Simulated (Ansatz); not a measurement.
The following input was run with Ansatz 0.2.0.

```yaml
crystal:
  lattice:
    - [4.1391622872, 0.0, 0.0]
    - [0.0, 4.1391622872, 0.0]
    - [0.0, 0.0, 4.1391622872]
  atoms:
    - { symbol: K, position: [0.5, 0.5, 0.5] }
    - { symbol: Mn, position: [0.0, 0.0, 0.0], spin: 4.56 }
    - { symbol: F, position: [0.5, 0.0, 0.0] }
    - { symbol: F, position: [0.0, 0.5, 0.0] }
    - { symbol: F, position: [0.0, 0.0, 0.5] }
basis:
  ecutwfc: 420
kpoints:
  mp_grid: { grid: [6, 6, 6] }
hamiltonian:
  xc: pbesol
scf:
  occupations: { method: gaussian, width: 0.02 }
output:
  forces: true
  stress: true
  eigenvalues: true
  populations: true
magnetization:
  spin_polarized: true
```

Launched with
```bash
ansatz run input.yaml --threads 2 --pin off --max-ram 5120MiB --backend cpu --events-out ev --progress --plain --runs-dir out
```

Theory: DFT PBEsol, scalar-relativistic, plane waves, PAW in Ansatz.

From the run's log, abridged (final results; tables in files aren't shown):

```
SCF 1 converged in 13 iterations: F = -7790.195206 eV  dr2 = 1.35e-10
SCF converged after 13 iterations
an eigenvalue changed by more than its tolerance at an iteration that met the thresholds in force, so the SCF went on 1 time: the last check found none over its tolerance
Magnetization: 5.0000 μB (25.0000 up, 20.0000 down)
Absolute magnetization: 5.0043 μB (∫|ρ↑−ρ↓|, with the PAW one-centre terms)
Spin contamination: 0.0034 ħ² per cell (⟨S²⟩ above its minimum at these occupations)
Per-site moments (μB) at R_I (Å): [(0.00074995, 1.20731726), (4.11521874, 0.85370222), (0.08258929, 0.85370222), (0.08258929, 0.85370222), (0.08258929, 0.85370222)]
Free energy (F): -7790.195206 eV
Harris-Foulkes:  -7790.195206 eV  (|F-HF|=4.27e-10)
Internal energy: -7790.195206 eV  (E = F + TS)
E sigma→0 (E₀):  -7790.195206 eV
Fermi energy:    8.553279 eV
--- Per-component energies (eV) ---
  E_band       = -505.050961
  E_kinetic    = 1172.468200
  E_local      = -4889.324321  (includes V_loc(G=0)·N_el)
  E_nonlocal   = 493.564234
  E_hartree    = 1932.820377
  E_xc         = -479.376909
  E_vxc        = -609.180298  (∫ρ·V_xc dr)
  E_paw        = -2622.396724  (= ΣΔE_a)
  E_vpaw       = -538.225888  (= ΣTr[D̂ρ^β])
  E_aug_tail   = 0.006096  (compensation charges beyond the density's cutoff)
  E_ewald      = -3398.361022
  E_core_change = 0.404863  (= ΣΔE_core)
  E_smearing   =  0.000000  (= −TS)
--- Forces (eV/Å), atoms counted from 1 ---
  atom   1  K      0.00000000     0.00000000     0.00000000
  atom   2  Mn     0.00000000     0.00000000     0.00000000
  atom   3  F      0.00000000     0.00000000     0.00000000
  atom   4  F      0.00000000     0.00000000     0.00000000
  atom   5  F      0.00000000     0.00000000     0.00000000
--- Stress (GPa, compression-positive) ---
        2.227286       0.000000       0.000000
        0.000000       2.227286       0.000000
        0.000000       0.000000       2.227286
  P = ⅓ Tr σ = 2.2273 GPa (22.273 kbar)
--- Band table (eV; the first three rows and the last of 40) ---
  k-point 0 ↑: bands = ["-73.3225", "-42.2356", "-42.2356", "-42.2356", "-22.7544", "-16.9756", "-16.5078", "-16.5078", "-6.3044", "-6.3044", "-6.3044", "0.5908", "0.5908", "0.5908", "2.2484", "2.2484", "2.2484", "2.4351", "2.4351", "2.4351", "5.1177", "5.1177", "5.1177", "5.8550", "5.8550", "9.0492", "12.7867", "12.7867", "15.1724", "15.1724"]
  k-point 1 ↑: bands = ["-73.3225", "-42.2364", "-42.2356", "-42.2356", "-22.7504", "-16.9467", "-16.5189", "-16.5063", "-6.3068", "-6.2960", "-6.2960", "0.4005", "0.6176", "0.6176", "2.1187", "2.1262", "2.1262", "2.1986", "2.3762", "2.3762", "5.1230", "5.2924", "5.2924", "5.8566", "6.2063", "9.5251", "12.9923", "12.9984", "15.1409", "15.1409"]
  k-point 2 ↑: bands = ["-73.3225", "-42.2381", "-42.2356", "-42.2356", "-22.7426", "-16.8859", "-16.5437", "-16.5035", "-6.3114", "-6.2791", "-6.2791", "0.0126", "0.6850", "0.6850", "1.6791", "1.8476", "1.8476", "2.1028", "2.3156", "2.3156", "5.1335", "5.6071", "5.6071", "5.8596", "6.7036", "10.7501", "13.0950", "13.4273", "15.0768", "15.0768"]
  k-point 19 ↓: bands = ["-68.3487", "-37.3613", "-37.3613", "-37.3613", "-22.7183", "-16.3884", "-16.3884", "-16.3884", "-6.4346", "-6.4346", "-6.4346", "-0.4572", "1.0596", "1.0596", "1.2392", "1.2392", "1.2392", "2.9252", "2.9252", "2.9252", "10.2995", "10.2995", "10.2995", "11.9815", "11.9815", "13.0681", "13.0681", "13.0681", "15.8156", "16.4387"]
--- Löwdin populations: 5 sites ---
  site symbol q [e]    m [muB]
     0      K      8.1825     0.0028
     1     Mn     13.6570     4.6821
     2      F      7.6645     0.0975
     3      F      7.6645     0.0975
     4      F      7.6645     0.0975
  spilling = 0.003713 (of n_electrons = 45.000000)
```

Self-consistency was reached.

It took 5.8 s on 2 threads of Arm Neoverse V1, with other jobs on the host, peak memory 0.39 GiB.

The cell holds one magnetic atom, so it can only be ferromagnetic; an antiferromagnetic order may lie lower.